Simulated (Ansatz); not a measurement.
SiC (zinc blende)

```yaml
crystal:
  lattice:
    - [0.00000, 2.17831, 2.17831]
    - [2.17831, 0.00000, 2.17831]
    - [2.17831, 2.17831, 0.00000]
  atoms:
    - { symbol: C, position: [0.75000, 0.75000, 0.75000] }
    - { symbol: Si, position: [0.00000, 0.00000, 0.00000] }
```

A phonon eigenvector at Γ is frozen into this cell: atom i moves by Q times the vector below, so Q is the largest atomic displacement, in Å. The cell is held. It is one choice among 3 degenerate patterns.

| atom | x | y | z |
|---|---|---|---|
| C1 | 0.000 | 0.000 | -1.000 |
| Si2 | 0.000 | 0.000 | 0.428 |

Method: r2SCAN (plane waves to 500 eV, PAW, scalar-relativistic; Ansatz, a program for electronic structure). k mesh 13×13×13 (Γ-centred), Fermi-Dirac smearing 0.05 eV. SiC was relaxed with its symmetry unable to fall. The PAW data are Ansatz's earlier set. 

```tsv
Q (Å)	−dE/dQ from forces (eV/Å)
-0.280	9.097
-0.233	8.108
-0.187	6.843
-0.140	5.346
-0.093	3.668
-0.047	1.866
0.000	0.000
0.047	-1.866
0.093	-3.668
0.140	-5.346
0.187	-6.843
0.233	-8.108
0.280	-9.097
```

Task: What harmonic wavenumber does the curvature at Q = 0 give?

Result: 799 cm⁻¹. E″ = 40.21 eV/Å², M = Σ mᵢ|uᵢ|² = 17.1 u, ν̃ = 521.5·√(|E″|/M).

(A displaced cell: forces are minus the slopes of the energy, force constants its curvatures, and phonons follow from these.)
